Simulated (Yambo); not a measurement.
Here is the system:

```
CaCd2P2
1.0
    4.29231     0.00000     0.00000
   -2.14616     3.71725     0.00000
    0.00000     0.00000     7.05545
P Ca Cd
2 1 2
Direct
  0.66667   0.33333   0.75947
  0.33333   0.66667   0.24053
  0.00000   0.00000   0.00000
  0.33333   0.66667   0.63811
  0.66667   0.33333   0.36189
```

Workflow: LDA (Quantum ESPRESSO, PseudoDojo norm-conserving, 102 Ry, scalar-relativistic), then G0W0 in Yambo (3×3×2 Γ-centred k mesh, bands 10 to 217 and a 8 Ry block in the screening, 217 bands in G with the Bruneval-Gonze terminator, plasmon pole fitted at 27.2 eV).

Give the LDA and G0W0 gaps between the band edges found on this mesh, and say where the edges lie.

Edges: Γ → Γ. LDA: 0.66 eV; G0W0: 1.43 eV. Nearest settings tried, and what they do to the gap: 170 bands in W, 170 bands in G: +1 meV; 6 Ry block (209 vectors against 313): -12 meV; 3×3×1 mesh: -85 meV. So the settings aren't converged at that level. The k mesh is coarse. Spin-orbit splittings are left out.

Geometry of the Materials Project entry, not relaxed at this level.
